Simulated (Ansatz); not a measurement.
Q: Volume from LDA minus that from PBEsol (% of the latter), each on its own relaxed cell (Ansatz, an electronic-structure program, plane waves, PAW; no spin–orbit coupling, no Hubbard U), over 20 phases of the class «elements»: what sign and size do you expect?

A: Mean -4.8 %, median -4.2 %, mean absolute 4.8 %; eight in ten lie between -7.3 and -2.2 %, and 0 % are above zero.

Some cases that may be named, with their rank among the 20 from the lowest: Cs, fcc (Cu type) -10.5 % (rank 1); Na, hcp (Mg type) -8.2 % (rank 2); Zn, fcc (Cu type) -4.4 % (rank 10); Ag, bcc (W type) -4.0 % (rank 11); Sb, simple cubic -1.9 % (rank 19); Re, 9R (Sm type) -1.5 % (rank 20).

The phases are those computed here (of each formula those with measured values and the lowest at some level), not a balanced benchmark, and neither functional is the truth. Pairs that end in unlike spin orders or unlike minima (c/a over 6 % apart, 30 % for weakly bound crystals), magnets with 4f shells, solids of gases and phases set aside for tests are left out.

1 hold 4f electrons in the valence, where a lower state may exist. 1 are weakly bound layers, chains or molecules.

Not the usual ambient phase: Cs, fcc (Cu type); Na, hcp (Mg type); Zn, fcc (Cu type); Ag, bcc (W type); Sb, simple cubic; Re, 9R (Sm type). Unstable at this level: Zn, fcc (Cu type) with LDA; Zn, fcc (Cu type) with PBEsol; Ag, bcc (W type) with LDA; Ag, bcc (W type) with PBEsol. All cells were relaxed under the symmetry of their starts (and spin orders); stability against distortions was not tested throughout. Named crystals with no word on spin ran without spin polarisation. Spin–orbit coupling is left out wherever it is not named.

Potentials: the later of the program's two PAW sets.

Ansatz is a plane-wave DFT program.
